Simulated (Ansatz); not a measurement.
**Computed properties of Ca**

Ca:
```
CELL_PARAMETERS angstrom
     -2.16080     2.16080     2.16080
      2.16080    -2.16080     2.16080
      2.16080     2.16080    -2.16080
ATOMIC_POSITIONS crystal
  Ca 0.00000 0.00000 0.00000
```

Space group Im-3m (No. 229), bcc (W type); conventional cell a = b = c = 4.3216 Å, α = β = γ = 90.00°.

Method: PBEsol in the plane-wave PAW code Ansatz. Structure relaxed to zero pressure with the same functional. Other levels are named where they apply.

**Cell and energy**

```json
{
  "volume_per_atom": "40.36 Å³",
  "density": "1.65 g/cm³"
}
```

**Electronic structure**

```json
{
 "electronic_character": "metallic (no gap)",
 "Density of states at the Fermi level": "1.4 states/eV per atom (mean over ±0.08 eV)"
}
```

**Mechanics**

```json
{
 "Elastic constants (relaxed ions, GPa)": "C11 = 17.9, C12 = 17.4, C44 = 15.6",
 "mechanical_stability": "stable (all eigenvalues of C positive)"
}
```

**Phonons**

```json
{
 "dynamical_stability_on_the_path": "stable (no imaginary branch)",
 "zero_point_energy": "20.7 meV/atom",
 "Vibrational entropy at 300 K": "42.9 J/(K·mol of atoms)"
}
```

This is a known high-temperature phase of the composition, computed here at zero pressure and temperature. Symmetry was held in the PBEsol relaxation. As this level gives no gap, shear constants depend on the k-mesh and smearing (Fermi–Dirac, 0.1 eV here). As this level gives no gap, phonon frequencies hold no LO–TO term and depend on the k-mesh and smearing (Fermi–Dirac, 0.1 eV here).

Potentials: the earlier of the program's two PAW sets. The files were generated under PBE; for other functionals the program regenerates the frozen cores, and for LDA and PBEsol the local potential too.
